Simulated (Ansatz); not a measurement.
Here is the system:

GeW:
```
CELL_PARAMETERS angstrom
      3.13556     0.00000     0.00000
      0.00000     3.13556     0.00000
      0.00000     0.00000     3.13556
ATOMIC_POSITIONS crystal
  W  0.00000 0.00000 0.00000
  Ge 0.50000 0.50000 0.50000
```

This is the PBE-relaxed structure.

### Question
All from PBE in the plane-wave PAW code Ansatz, unless another level is named. Give the electronic character.

### Answer
metallic (no gap).

### Question
Give the formation energy from the elements (no fitted shifts).

### Answer
0.41 eV/atom.

### Question
Give the density of states at the Fermi level.

### Answer
1.00 states/eV per atom (mean over ±0.08 eV).

Space group Pm-3m (CsCl type). The cell is a constructed one: a structure type filled with these elements; neither database checked (COD, Materials Project) lists it. Its standing as an ambient phase is unchecked. The cell was relaxed with PBE under the symmetry of its start; its stability against distortions is not shown here. No spin polarisation was allowed. The references are the lowest solids computed at this level, not always the standard phases. Spin–orbit coupling is left out wherever it is not named.

Potentials: the later of the program's two PAW sets.
